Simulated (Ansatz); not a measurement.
# Property card for AlAu

AlAu:
```
AlAu
1.0
    6.30862     0.00000     0.00000
    0.00000     3.35749     0.00000
   -0.34271     0.00000     6.38528
Al Au
4 4
Direct
  0.54564   0.75000   0.82039
  0.45436   0.25000   0.17961
  0.91702   0.75000   0.31844
  0.08298   0.25000   0.68156
  0.30900   0.75000   0.47318
  0.69100   0.25000   0.52682
  0.18641   0.75000   0.00642
  0.81359   0.25000   0.99358
```

Space group P2_1/m (No. 11); conventional cell a = 6.309 Å, b = 3.357 Å, c = 6.394 Å, α = 90.00°, β = 93.07°, γ = 90.00°.

Method: DFT-PBEsol in the program Ansatz with PAW potentials. Geometry: relaxed at this level of theory. Other levels are named where they apply.

### Cell and energy

| Property | Value |
|---|---|
| Volume per atom | 16.91 Å³ |
| Density | 11.00 g/cm³ |
| Formation energy from the elements (no fitted shifts) | -425 meV/atom |

### Electronic structure

| Quantity | Value |
|---|---|
| Electronic character | metallic (no gap) |
| Density of states at the Fermi level | 0.23 states/eV per atom (mean over ±0.08 eV) |
| Gap with spin–orbit coupling | none (metallic) |

### Mechanics

| Item | Value |
|---|---|
| Bulk modulus (Birch–Murnaghan fit) | 113 GPa |
| Pressure derivative B′ | 4.9 |
| Elastic constants (relaxed ions, GPa) | C11 = 216, C22 = 118, C33 = 192, C12 = 113, C13 = 95.0, C23 = 104, C44 = 53.8, C55 = 40.9, C66 = 83.2, C15 = -14.4, C25 = -11.9, C35 = 6.4, C46 = 0.3 |
| Mechanical stability | stable (all eigenvalues of C positive) |
| Hill bulk and shear moduli | 121 and 42.1 GPa |
| Young's modulus | 113 GPa |
| Poisson's ratio | 0.34 |
| Debye temperature from the elastic constants | 255 K |

### Phonons

| Property | Value |
|---|---|
| Highest zone-centre frequency | 342 cm⁻¹ |
| Zone-centre stability | no imaginary mode at Γ |

The workflow started from a Materials Project entry (that database holds measured and hypothetical structures alike); the Crystallography Open Database copy checked does not list it. Whether it is the stable phase at ambient conditions was not checked. The PBEsol relaxation kept the symmetry of its start. As this level gives no gap, shear constants depend on the k-mesh and smearing (Fermi–Dirac, 0.1 eV here). As this level gives no gap, phonon frequencies hold no LO–TO term and depend on the k-mesh and smearing (Fermi–Dirac, 0.1 eV here). Axis ratios of metals converge slowly with the k-mesh, so a and c are less sure than the volume. The references are the lowest solids computed at this level, not always the standard phases. Spin–orbit coupling is left out wherever it is not named.

Potentials: the later of the program's two PAW sets.
